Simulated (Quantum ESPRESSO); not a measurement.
# Where does Si sit best among Al sites?

These are calculations, not measurements. They come from pw.x of Quantum ESPRESSO 7.5, a plane-wave density functional program, with PseudoDojo standard norm-conserving files (v0.5 for PBE, v0.4.1 for LDA and PBEsol). The cells are made up: elements, strain and atom displacements were drawn at random, and nothing was relaxed. There is no spin polarisation, spin-orbit coupling or dispersion term.

The cell has 8 sites of a wurtzite lattice (rectangular cell). Sites 1 to 4 hold X X X X; sites 5 to 8 hold N N N N. Cell vectors in Å: (3.116, -0.012, 0.035); (-0.020, 5.274, 0.004); (0.056, 0.004, 5.005). Settings: PBE, cutoff 1143 eV, 8 x 6 x 6 k mesh shifted by half a step, Fermi-Dirac smearing of 0.1 eV.

In each run one of the sites marked X holds Si and the others hold Al; cell and positions stay the same. E is the free energy of the cell.

| site of the guest | first shell | mean distance (Å) | E above the lowest (eV) | P (GPa) | force on the guest (eV/Å) |
| --- | --- | --- | --- | --- | --- |
| 1 | N4 | 1.883 | 0.085 | 9.74 | 2.343 |
| 2 | N4 | 1.931 | 0.441 | 11.33 | 0.997 |
| 3 | N4 | 1.856 | 0.015 | 9.84 | 0.863 |
| 4 | N4 | 1.893 | 0.000 | 10.35 | 1.882 |

A rerun of one of these cells at 1437 eV and k mesh 10 x 8 x 8 moved values by no more than 0.002 eV in the cell's energy, 0.08 GPa in stress and 0.013 eV/Å in force.

## Reading the table

Site 4 is lowest, by 0.015 eV, over three times the rerun's bound. A straight line of energy against the mean distance has a slope of 5.7 ± 2.5 eV/Å, so these few sites cannot settle whether the distance sets the order. The positions are random and not relaxed, so the differences hold for this frozen cell and are not site preferences of a real crystal.